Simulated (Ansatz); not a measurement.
CaTiO3:
```
CaTiO3
1.0
    2.69964     1.55864     4.44232
   -2.69964     1.55864     4.44232
    0.00000    -3.11727     4.44232
Ca Ti O
2 2 6
Direct
  0.27606   0.27606   0.27606
  0.77606   0.77606   0.77606
  0.01620   0.01620   0.01620
  0.51620   0.51620   0.51620
  0.74859   0.18296   0.32648
  0.32648   0.74859   0.18296
  0.18296   0.32648   0.74859
  0.82648   0.68296   0.24859
  0.24859   0.82648   0.68296
  0.68296   0.24859   0.82648
```

Cartesian axes are those of the cell as given.

Give the proper piezoelectric stress tensor with relaxed ions from plane-wave PAW PBEsol (Ansatz code).

In C/m², rows x, y, z, Voigt columns; mesh uncertainty up to 0.00.
```
 0.00   0.00   0.00   0.00   3.62  -1.61
-1.61   1.61   0.00   3.62   0.00   0.00
 1.59   1.59   5.35   0.00   0.00   0.00
```

The elastic tensor of the same run (GPa):

|  | 1 | 2 | 3 | 4 | 5 | 6 |
|---|---|---|---|---|---|---|
| 1 | 317 | 134 | 80.6 | 19.2 | 0.0 | 0.0 |
| 2 | 134 | 317 | 80.6 | -19.2 | 0.0 | 0.0 |
| 3 | 80.6 | 80.6 | 192 | 0.0 | 0.0 | 0.0 |
| 4 | 19.2 | -19.2 | 0.0 | 64.6 | 0.0 | 0.0 |
| 5 | 0.0 | 0.0 | 0.0 | 0.0 | 64.6 | 19.2 |
| 6 | 0.0 | 0.0 | 0.0 | 0.0 | 19.2 | 91.6 |

Convert to strain constants d = e·S.

In pC/N:
```
  0.0    0.0    0.0    0.0   65.3  -31.2
-15.6   15.6    0.0   65.3    0.0    0.0
 -1.7   -1.7   29.3    0.0    0.0    0.0
```

Space group R3c. The start of the workflow was typed in or built on a structure type; neither database checked (COD, Materials Project) lists it. COD files the formula under space group No. 11, 62, 65, 140, 221, so this cell is another polymorph or a model. Its standing as an ambient phase is unchecked. The cell was relaxed with PBEsol under the symmetry of its start; phonons on a q-mesh show no instability. The workflow began spin-polarised and lost its moments.

Potentials: the later of the program's two PAW sets.
